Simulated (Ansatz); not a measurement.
## Is this KAg structure stable?

The cell was found from a structure generator's guess, not taken from experiment.

Method: DFT PBE, scalar-relativistic, plane waves, PAW in Ansatz 0.2.0. Cutoff 420 eV, Γ-centred 14×14×14 mesh (2-atom cell), Gaussian smearing of 0.10 eV, no spin polarisation.

```cif
data_structure
_symmetry_space_group_name_H-M 'P 1'
_symmetry_Int_Tables_number 1
_cell_length_a 4.1274
_cell_length_b 4.1274
_cell_length_c 4.1274
_cell_angle_alpha 90.000
_cell_angle_beta 90.000
_cell_angle_gamma 90.000
_cell_volume 70.31
loop_
_atom_site_label
_atom_site_type_symbol
_atom_site_fract_x
_atom_site_fract_y
_atom_site_fract_z
_atom_site_occupancy
K1 K 0.50000 0.50000 0.50000 1
Ag1 Ag 0.00000 0.00000 0.00000 1
```

Formation energies are uncorrected and refer to the elements' standard structures at the same level.

Task: These tests were run: energy against the elements; random kick, then relaxation without symmetry; phonons on a 2×2×2 q mesh; elastic tensor. What do they show?

Result:

| test | result |
| --- | --- |
| energy against the elements | +0.09 eV/atom |
| random kick, then relaxation without symmetry | returns |
| phonons on a 2×2×2 q mesh | imaginary modes down to 9i cm⁻¹ |
| elastic tensor | least eigenvalue 8 GPa |

It fails one test: energy against the elements. It may still be a metastable minimum. Undecided within the accuracy: phonons on a 2×2×2 q mesh and elastic tensor.

The kick test ran on a coarse mesh. The run for the phonons used a 14×14×14 k mesh and Fermi–Dirac smearing of 0.15 eV. The run for the elastic tensor used a 14×14×14 k mesh and Fermi–Dirac smearing of 0.15 eV.
